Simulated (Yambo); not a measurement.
Quantum ESPRESSO input (LDA, PseudoDojo standard norm-conserving files, scalar-relativistic) whose wavefunctions are converted with p2y:

```
&CONTROL
  calculation = 'nscf'
  pseudo_dir = './pseudo'
  outdir = './out'
/
&SYSTEM
  ibrav = 0
  nat = 10
  ntyp = 4
  ecutwfc = 84.0
  ecutrho = 336.0
  occupations = 'fixed'
  force_symmorphic = .true.
  nbnd = 221
/
&ELECTRONS
  conv_thr = 1e-08
  diago_full_acc = .true.
  diago_thr_init = 1e-08
/
ATOMIC_SPECIES
O 15.9990 O.upf
Sc 44.9559 Sc.upf
Nb 92.9064 Nb.upf
Ba 137.3270 Ba.upf
CELL_PARAMETERS angstrom
  0.000000000000   4.144170000000   4.144170000000
  4.144170000000   0.000000000000   4.144170000000
  4.144170000000   4.144170000000   0.000000000000
ATOMIC_POSITIONS crystal
O   0.756180000000   0.243820000000   0.243820000000
O   0.243820000000   0.756180000000   0.756180000000
O   0.243820000000   0.756180000000   0.243820000000
O   0.756180000000   0.243820000000   0.756180000000
O   0.243820000000   0.243820000000   0.756180000000
O   0.756180000000   0.756180000000   0.243820000000
Sc   0.500000000000   0.500000000000   0.500000000000
Nb   0.000000000000   0.000000000000   0.000000000000
Ba   0.250000000000   0.250000000000   0.250000000000
Ba   0.750000000000   0.750000000000   0.750000000000
K_POINTS automatic
1 1 1 0 0 0
```

Yambo's initialisation report on symmetry, reciprocal space, the k grid and the gaps on this mesh:

```
  [02.02] Symmetries
  ==================

  Inversion symmetry    : yes
  Spatial inversion     : yes
  Inversion index       :  25
  K-space Time-reversal : no
  Magnetic symmetries   : no
  Group table correct   : yes
  Symmetries units      :  [cc]

  [02.03] Reciprocal space
  ========================

  nG shells         :   697
  nG charge         :   99845
  nG WFs            :  12387
  nC WFs            :  12387
  G-vecs. in first 69 shells:  [ Number ]
     1    9   15   27   51   59   65   89  113
    137   169   181   229   259   283   307   331   339
    387   411   459   531   537   561   609   645   701
    725   749   821   869   893   941   965  1037  1067
   1139  1211  1243  1291  1363  1411  1459  1471  1591
   1639  1687  1759  1807  1837  1893  1917  1989  2085
   2109  2133  2229  2277  2397  2421  2445  2565  2637
   2685  2733  2741  2837  2891  2975
  ...
  Shell energy in first 69 shells:  [ mHa ]
    0.00000      241.389      321.852      643.705      885.094      965.557      1287.41      1528.80      1609.26
    1931.11      2172.50      2574.82      2816.21      2896.67      3218.52      3459.91      3540.38      3862.23
    4103.62      4184.08      4505.93      4747.32      5149.64      5391.03      5471.49      5793.34      6034.73
    6115.20      6437.05      6678.44      6758.90      7080.75      7322.14      7724.46      7965.85      8046.31
    8368.16      8609.55      8690.02      9253.26      9333.72      9655.57      9896.96      10299.3      10540.7
    10621.1      10943.0      11184.4      11264.8      11586.7      11828.1      11908.5      12230.4      12471.8
    12874.1      13115.5      13196.0      13517.8      13759.2      13839.7      14161.5      14402.9      14483.4
    14805.2      15046.6      15448.9      15690.3      15770.8      16092.6
  ...

  [02.04] K-grid lattice
  ======================

  Compatible Grid is   : 0D
  K lattice UC volume  :  0.258226 [a.u.]

  IBZ K-points                                      :  1
  BZ  K-points                                      :  1

  K/Q-points units:
  rlu = crystal or reduced units; cc = cartesian coordinates; iku = interal k-units

  K [1]          [rlu]:  0.000000  0.000000  0.000000
         WF components:  12387

  [02.05] Energies & Occupations
  ==============================

  [X] === General ===
  [X] Electronic Temperature                        :  0.000000  0.000000 [eV K]
  [X] Bosonic    Temperature                        :  0.000000  0.000000 [eV K]
  [X] Finite Temperature mode                       : no
  [X] El. density                                   :  0.56201E+24 [cm-3]
  [X] Fermi Level                                   :  9.302958 [eV]

  [X] === Gaps and Widths ===
  [X] Conduction Band Min                           :  2.616349 [eV]
  [X] Valence Band Max                              :  0.000000 [eV]
  [X] Filled Bands                                  :   40
  [X] Empty Bands                                   :   41  221
  [X] Direct Gap                                    :  2.616349 [eV]
  [X] Direct Gap localized at k                     :  1
```
The gaps are LDA values on this mesh alone; only operations without fractional translations are kept.

Spin-orbit coupling is not included.

Geometry of the Materials Project entry, not relaxed at this level.
